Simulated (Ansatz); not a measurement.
A geometry of Rh away from equilibrium: the start of the relaxation of a relaxed Rh cell displaced along its unstable phonon at q = (½, 0, ½) of its primitive reciprocal cell (33i cm⁻¹), largest move 0.15 Å. The numbers are results of PBEsol (plane waves to 420 eV, PAW, scalar-relativistic; Ansatz, a quantum-chemistry and plane-wave program), not measurements. Γ-centred k-mesh 12×12×12 on the run's cell (coarser than for final values), Fermi–Dirac smearing 0.05 eV.

```xyz
6
Lattice="8.5641 0.0000 0.0000 -2.1410 3.7084 0.0000 4.2821 0.0000 2.6200" Properties=species:S:1:pos:R:3:forces:R:3 pbc="T T T" free_energy=-38031.015 pressure_GPa=0.6
Rh     0.0000     0.0000     0.0000    0.0000    0.0000    0.0000
Rh     4.2821     0.0000     0.0000    0.0000    0.0000    0.0000
Rh     8.6391     2.3423     1.3100    0.0062    0.1480    0.0000
Rh     4.2071     2.6022     1.3100    0.1313   -0.0686    0.0000
Rh     2.2160     1.1062     1.3100   -0.1313    0.0686    0.0000
Rh     6.3481     1.3660     1.3100   -0.0062   -0.1480    0.0000
```

Positions in Å, forces in eV/Å, free energy of the cell in eV (comparable only within this code, potentials and settings). Largest force: 0.15 eV/Å, on Rh3, Rh4, Rh5, Rh6 (atoms numbered as listed); the geometry lies 0.04 eV/atom above the end of its relaxation.

No spin polarisation in the result.

The run could not lose the symmetry of its start: the end is stationary, and may be a saddle point rather than a minimum.

The end of the path is a generated cell of Rh: the first start was made by placing the elements on the sites of a structure type, and the end was not matched to a known phase here, so it may be hypothetical. Known forms of Rh include space group No. 225.
